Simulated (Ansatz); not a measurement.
An elastic tensor (GPa, Voigt order, standard axes) from DFT-PBEsol in the program Ansatz with PAW potentials:

```csv
,1,2,3,4,5,6
1,157,62.4,62.4,0.0,0.0,0.0
2,62.4,157,62.4,0.0,0.0,0.0
3,62.4,62.4,157,0.0,0.0,0.0
4,0.0,0.0,0.0,73.5,0.0,0.0
5,0.0,0.0,0.0,0.0,73.5,0.0
6,0.0,0.0,0.0,0.0,0.0,73.5
```

Question: Which of these materials gives this?
A. Yb, fcc (Cu type)
B. Ba, bcc (W type)
C. Rh, fcc (Cu type)
D. Si, diamond

Answer: D, Si, diamond

Space group Fd-3m (diamond). The PBEsol relaxation kept the symmetry of its start.

Potentials: the later of the program's two PAW sets.
